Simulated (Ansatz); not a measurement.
Consider the following.

HfO$_{2}$:
```
HfO2
1.0
    5.16188     0.00000     0.00000
    0.00000     5.21221     0.00000
   -0.89846     0.00000     5.27695
Hf O
4 8
Direct
  0.27574   0.45712   0.70839
  0.72426   0.54288   0.29161
  0.72426   0.95712   0.79161
  0.27574   0.04288   0.20839
  0.44918   0.74282   0.97664
  0.55082   0.25718   0.02336
  0.55082   0.24282   0.52336
  0.44918   0.75718   0.47664
  0.06709   0.32855   0.34852
  0.93291   0.67145   0.65148
  0.93291   0.82855   0.15148
  0.06709   0.17145   0.84852
```

This is the PBE-relaxed structure.

Q: All from the program Ansatz at the PBE level (PAW), unless another level is named. Predict the smallest direct gap on the standard path.

A: 4.13 eV.

Q: Next, the electron effective mass?

A: 1.1, 1.1, 4.5 mₑ (principal values).

Q: What about the hole effective mass with spin–orbit coupling?

A: 1.7, 2.4, 8.0 mₑ (principal values).

Q: Give the gap with spin–orbit coupling.

A: 4.04 eV.

Q: Next, the weight of the conduction-edge state by species (Voronoi cells)?

A: Hf 60 %, O 40 %.

Space group P2_1/c. The cell was relaxed with PBE under the symmetry of its start. The run is not spin-polarised. Spin–orbit coupling is left out wherever it is not named.

Potentials: the earlier of the program's two PAW sets.
